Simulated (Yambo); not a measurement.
```
SrCaI4
1.0
    6.90861     0.00000     0.00353
    0.00000     4.56832     0.00000
   -0.02640     0.00000     7.94703
Ca Sr I
1 1 4
Direct
  0.00000   0.50000   0.50000
  0.00000   0.00000   0.00000
  0.25531   0.00000   0.34541
  0.74469   0.00000   0.65459
  0.26464   0.50000   0.82096
  0.73536   0.50000   0.17904
```

Response from Yambo on norm-conserving PBEsol (Quantum ESPRESSO, 70 Ry, without SOC) bands: 2×4×2 mesh, 185 bands, 3 Ry local-field block, 0.2 eV broadening.

Question: Give the static electronic dielectric constant without and with local fields along each axis.

Answer: 
| field along | ε(0), independent particles | ε(0), RPA with local fields | refractive index √ε |
|---|---|---|---|
| x | 4.31 | 3.42 | 1.85 |
| y | 4.41 | 3.68 | 1.92 |
| z | 4.39 | 3.66 | 1.91 |
Electronic (clamped-ion) response only. Spin-orbit coupling, left out here, changes gap and response of such heavy elements. Convergence of the RPA response with its 2×4×2 mesh was not tested. x, y and z are Cartesian axes of the cell as given.

Geometry relaxed with PBE+D3(BJ).

The structure is a Materials Project entry; no match was found in the copy of COD used, and its stability was not checked.
